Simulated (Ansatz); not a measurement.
Calculation for Sc: DFT, PBEsol, all-electron LAPW, scalar-relativistic (Ansatz 0.2.0).

The cell comes from a relaxation on PAW files under the same functional, begun from a database entry that needn't be the ground state.

Command: `ansatz run input.yaml --threads 1 --pin off --max-ram 3072MiB --backend cpu --events-out ev --progress --plain --runs-dir out` It took 22 s on 1 thread of Arm Neoverse V1 (shared host), peak memory 0.47 GiB.

```yaml
crystal:
  lattice:
    - [3.2773224846, 0.0, 0.0]
    - [-1.6386612423, 2.838244528, 0.0]
    - [0.0, 0.0, 5.0849249857]
  atoms:
    - { symbol: Sc, position: [0.3333333333, 0.6666666667, 0.25] }
    - { symbol: Sc, position: [0.6666666667, 0.3333333333, 0.75] }
kpoints:
  mp_grid: { grid: [18, 18, 10] }
scf:
  occupations: { method: fermi_dirac, width: 0.05 }
hamiltonian:
  xc: pbesol
  pseudopotentials: { kind: all_electron, lapw: { basis_error: 0.0005 } }
output:
  forces: true
  stress: true
  eigenvalues: true
```

Output:

```
LAPW: plane waves up to 7.067 Å⁻¹, error target 5.0e-4 eV per atom; small_component_spin mean_spin; Sc in spheres of 1.585 Å, 11 of its electrons in bands, Dirac shells [] (how accurate: hamiltonian.pseudopotentials.lapw.basis_error, Limitations)
Engine: ansatz 0.2.0
Pseudopotentials: kind: all_electron
Pseudopotential: Sc, LAPW, valence charge 11, lapw/all_electron/scalar/gaussian/Sc, Koelling and Harmon's equation, gaussian nucleus
Functional definition: PBEsol
  exchange = pbesol_x
  correlation = pbesol_c
Crystal: 2 atoms, lattice volume = 47.299 Å³
Basis set: ecut = 190.2647796527917 eV, 287 PW (Γ), exchange–correlation at level 2
Bands: 15, of which v1, the nominal top of the filled ones, is band 11 counted from 1 (10 counted from 0)
Symmetry: 24 space group operations
Space group: P63/mmc (ITA 194), of the structure as read, at distance tolerance 3.6e-5 Å
k-points: 222 of 3240
Non-local potential: Sc, projectors of the file, none
Initial density: superposition of atomic densities (chi_scale 0.1, normalization cell)
Initial wavefunctions: plane waves of lowest kinetic energy (no species holds an atomic orbital)
Functional: x = pbesol(κ = 0.804, μ = 0.12345679012345678), c = pbesol(β = 0.046)
iter 1 solved again at ethr=2.95e-4 eV; its pass at ethr=1.00e-1 eV (dr2=6.48e-2 eV) is discarded
SCF iter   1: F=—  HF=-41542.368429 eV  |F-HF|=—  |Δ(HF+E_count)|=         —  Δρ=1.24e-2  dr2=6.57e-2  ethr=2.95e-4  ⟨swp⟩=3.0  Hψ=24632  notcnv=0
preconditioner: auto → none  [metal: Δε(μ)=0.008 eV  Ē_g=2.715 eV  σ=0.050 eV  W_gap=0.04  n_scr=8 (ndim 8)  ℏωp=13.2 eV  f_vac=0.000  D(μ)=3.91/eV (n_scr^D=42)  sad-step TF]
SCF iter   2: F=—  HF=-41542.266027 eV  |F-HF|=—  |Δ(HF+E_count)|=   1.02e-1  Δρ=5.98e-3  dr2=1.73e-2  ethr=2.95e-4  ⟨swp⟩=2.9  Hψ=12212  notcnv=0
SCF iter   3: F=—  HF=-41542.265267 eV  |F-HF|=—  |Δ(HF+E_count)|=   7.61e-4  Δρ=2.81e-3  dr2=3.82e-3  ethr=7.87e-5  ⟨swp⟩=2.0  Hψ=10811  notcnv=0
iter 4 solved again at ethr=2.42e-8 eV; its pass at ethr=1.74e-5 eV (dr2=5.32e-6 eV) is discarded
SCF iter   4: F=—  HF=-41542.265460 eV  |F-HF|=—  |Δ(HF+E_count)|=   1.93e-4  Δρ=9.99e-5  dr2=5.40e-6  ethr=2.42e-8  ⟨swp⟩=2.8  Hψ=17974  notcnv=0
SCF iter   5: F=-41542.265459 eV  HF=-41542.265459 eV  |F-HF|=6.67e-9  |Δ(HF+E_count)|=   1.40e-6  Δρ=9.09e-6  dr2=4.56e-8  ethr=2.42e-8  ⟨swp⟩=2.9  Hψ=11412  notcnv=0
SCF 1 converged in 5 iterations: F = -41542.265459 eV  dr2 = 4.56e-8
SCF converged after 5 iterations
Free energy (F): -41542.265459 eV
Harris-Foulkes:  -41542.265459 eV  (|F-HF|=6.67e-9)
Internal energy: -41542.233214 eV  (E = F + TS)
E sigma→0 (E₀):  -41542.249336 eV
Entropy (-TS):   -0.032245 eV (-16.122 meV/atom)
Fermi energy:    9.949854 eV
--- Per-component energies (eV) ---
  E_band       = -318.310319
  E_kinetic    = 41898.196796
  E_xc         = -2077.174697
  E_electrostatic = -81363.255313  (all electrons and nuclei)
  E_smearing   = -0.032245  (= −TS)
  E_closure    = 0.000000  (closes the sum)
  E_atoms      = -41532.413946  (free atoms, spherical and without spin; not in F)
  Σ components = -41542.265459   (vs F -41542.265459, Δ=0.00e0)
  Basis errors (estimates in eV, not in F): energy 5.7e-5 per atom: plane waves 3.7e-5 (1.8e-5 summed), levels above the bands 3.9e-18, relativity 4.1e-9, radial functions 2.0e-5, core shells 9.7e-9; eigenvalues (radial functions only) 3.5e-7; not estimated: angular momenta, meshes, grids; target (lapw.basis_error) 5.0e-4; muffin-tin radii Sc 1.585 Å
--- Forces (eV/Å), atoms counted from 1 ---
  atom   1  Sc    -0.00000000    -0.00000000     0.00000000
  atom   2  Sc    -0.00000000     0.00000000     0.00000000
  max |Σ_I F_I| component: 3.70e-17 eV/Å
--- Stress (GPa, compression-positive) ---
        0.005810       0.000000       0.000000
        0.000000       0.005810       0.000000
        0.000000       0.000000      -0.006022
  P = ⅓ Tr σ = 0.0019 GPa (0.019 kbar)
--- Band table (eV; the first three rows and the last of 222) ---
  k-point 0: bands = ["-39.1482", "-39.0604", "-18.1078", "-17.7077", "-17.7077", "-17.6290", "-17.6290", "-17.5948", "4.7473", "8.2578", "10.6963", "11.5858", "11.5858", "11.8883", "12.0700"]
  k-point 1: bands = ["-39.1461", "-39.0626", "-18.0958", "-17.7058", "-17.7058", "-17.6309", "-17.6309", "-17.6079", "4.8183", "8.1725", "10.6504", "11.5433", "11.5433", "11.8394", "12.0227"]
  k-point 2: bands = ["-39.1399", "-39.0689", "-18.0606", "-17.7002", "-17.7002", "-17.6456", "-17.6365", "-17.6365", "5.0281", "7.9052", "10.5842", "11.4684", "11.4684", "11.6989", "11.9012"]
  k-point 221: bands = ["-39.0607", "-39.0607", "-18.0009", "-18.0009", "-17.8751", "-17.8751", "-17.6792", "-17.6792", "9.5197", "9.5197", "9.7953", "9.7953", "10.2535", "10.2535", "12.4398"]
```
